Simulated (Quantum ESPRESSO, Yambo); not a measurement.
NaCoO$_{2}$ (space group R-3m, No. 166): one geometry, one set of norm-conserving PBEsol (Quantum ESPRESSO, 96 Ry, without SOC) orbitals, self-energies from Yambo (6×6×6 Γ-centred k mesh, bands 6 to 65 and a 7 Ry block in the screening, 65 bands in G with the Bruneval-Gonze terminator, plasmon pole fitted at 27.2 eV).

```csv
level,"gap (0.333, 0.333, -0.5) → (0.167, 0.167, -0.5) (eV)","direct gap at (0.167, 0.167, -0.5) (eV)"
PBEsol (Quantum ESPRESSO),0.86,1.09
exchange only (Hartree-Fock self-energy on PBEsol orbitals),___,___
static COHSEX@PBEsol,2.35,2.56
"G0W0@PBEsol, plasmon pole",___,___
```

Q: Some entries are withheld; supply them.

A: 
- exchange only (Hartree-Fock self-energy on PBEsol orbitals), gap (0.333, 0.333, -0.5) → (0.167, 0.167, -0.5) (eV): 13.84
- exchange only (Hartree-Fock self-energy on PBEsol orbitals), direct gap at (0.167, 0.167, -0.5) (eV): 14.44
- G0W0@PBEsol, plasmon pole, gap (0.333, 0.333, -0.5) → (0.167, 0.167, -0.5) (eV): 1.82
- G0W0@PBEsol, plasmon pole, direct gap at (0.167, 0.167, -0.5) (eV): 2.02

Bare exchange has no screening and gives the widest gap; static COHSEX screens it but leaves out the frequency dependence, which G0W0 restores. The mesh misses a band edge: along a dense path the PBEsol gap is 0.75 eV against 0.86 eV on the mesh.

Convergence of the G0W0 settings was not tested.

Geometry relaxed with PBEsol; primitive cell a = b = c = 5.3807 Å, α = β = γ = 31.14°.

The structure is a Materials Project entry; no match was found in the copy of COD used, and its stability was not checked.

The runs are not spin-polarised; magnetic order was not tried.
